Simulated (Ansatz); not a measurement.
ZnAg:
```xyz
2
Lattice="2.8521 0.0000 0.0000 -1.4260 2.4700 0.0000 0.0000 0.0000 4.3642" Properties=species:S:1:pos:R:3 pbc="T T T"
Zn     0.0000     0.0000     0.0000
Ag     0.0000     1.6466     2.1821
```

Relaxed with PBEsol. Special points in fractions of this cell's reciprocal vectors: Γ (0.000, 0.000, 0.000); M (0.500, 0.000, 0.000); K (0.333, 0.333, 0.000); A (0.000, 0.000, 0.500); L (0.500, 0.000, 0.500); H (0.333, 0.333, 0.500).

Question: List the band energies nearest the Fermi level at these points for DFT-PBEsol in the program Ansatz with PAW potentials.

Answer: In eV from the Fermi level; about four levels below and three above (degenerate sets whole), none deeper than 8.9 eV; … stands for higher levels left out; points with the same levels are listed once.

```csv
k,below,above
Γ,-5.13 -5.13 -4.09 -4.09 -1.45,2.32 14.97 14.97
M,-4.26 -3.30 -2.53 -0.38,5.53 5.71 8.48
K,-5.08 -5.08 -4.81 -4.79,0.33 0.67 0.94
A,-5.04 -5.04 -4.12 -4.12,10.16 11.72 …
L,-4.27 -3.30 -1.64 -0.36,1.29 3.41 10.77
H,-5.46 -5.30 -4.99 -4.28,0.76 2.62 2.65
```

Space group P-6m2. The workflow started from a Materials Project entry (that database holds measured and hypothetical structures alike); the Crystallography Open Database copy checked does not list it. COD files the formula under space group No. 221. With Zn and Ag taken as one species the cell has the higher symmetry P6_3/mmc, so it may be an ordered model of a mixed-site phase. Its standing as an ambient phase is unchecked. The cell was relaxed with PBEsol under the symmetry of its start; whether a distortion lowers the energy is not shown. No spin polarisation was allowed. Spin–orbit coupling is left out wherever it is not named.

Potentials: the later of the program's two PAW sets.
